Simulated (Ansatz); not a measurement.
Structure optimisation: boron, diamond

All numbers below come from DFT, BLYP, plane waves (420 eV) with PAW, scalar-relativistic in Ansatz 0.2.0. (PAW data from PBE, frozen cores regenerated.)

k-point mesh 13×13×13, Fermi-Dirac smearing 0.1 eV, no spin polarisation. Cell and atoms relax.

Starting structure:

```yaml
crystal:
  lattice:
    - [0.0, 2.0683080914, 2.0683080914]
    - [2.0683080914, 0.0, 2.0683080914]
    - [2.0683080914, 2.0683080914, 0.0]
  atoms:
    - { symbol: B, position: [0.125, 0.125, 0.125] }
    - { symbol: B, position: [0.875, 0.875, 0.875] }
hamiltonian:
  xc: blyp
  pseudopotentials:
    kind: paw
    azcp:
      B: "pseudopotentials/B.paw.azcp"
basis:
  ecutwfc: 420
  fft_grid_basis: typed
kpoints:
  mp_grid: { grid: [13, 13, 13], shift: [0, 0, 0] }
magnetization:
  spin_polarized: false
scf:
  occupations: { method: fermi_dirac, width: 0.1 }
relax:
  max_steps: 60
  f_tol: 0.01
  cell: {}
```

Question: What cell does the relaxation end in?

Answer: Fd-3m with a = 4.088 Å; 8.54 Å³ per atom against 8.85 at the start (-3.5 %).

Question: How much energy does the relaxation gain?

Answer: 5.3 meV per atom.
